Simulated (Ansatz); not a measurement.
What DFT gives for Al$_{3}$Tl$_{2}$

```xyz
5
Lattice="4.5420 0.0000 0.0000 -2.2710 3.9335 0.0000 0.0000 0.0000 7.1808" Properties=species:S:1:pos:R:3 pbc="T T T"
Al   -0.0002    2.6225    4.5239
Al    2.2712    1.3110    2.6569
Tl   -0.0002    2.6225    1.6875
Tl    2.2712    1.3110    5.4933
Al    0.0000    0.0000    0.0000
```

The numbers come from plane-wave PAW DFT (Ansatz): PBE, spin-orbit coupling, 420 eV, 7×7×4 Γ-centred k points, cold occupations (width 0.0253 eV). Nothing was relaxed.

The state carries no moments; the state need not be the lowest.

Question: Is it stable against the elements?

Answer: 0.42 eV an atom against the elements' usual phases (free molecules for gases, crystals otherwise, with no correction for O₂ or N₂), so at this geometry it isn't bound against them. Relaxing would lower it.

Question: Where is the largest force?

Answer: The largest is on Tl4 (and as large on other atoms): 0.64 eV/Å, components (0.00, 0.00, 0.64). It makes 110° with the line to a nearest neighbour, Al1 at 2.80 Å.

Question: Give the Bader charges.

Answer: Bader charges in e: Al +0.52 to +0.78, Tl -1.04. In the mean Al gives up most and Tl takes most.

Question: Metal or insulator?

Answer: It is a metal, with about 2.1 states/eV a cell as the mean within 0.25 eV of the Fermi level, mostly Al p (43 %) and Tl p (38 %).

Origin: a known structure type with other elements, at an estimated volume, so it need not be a known compound. Caveats: started without moments under time reversal, so no moment could form.
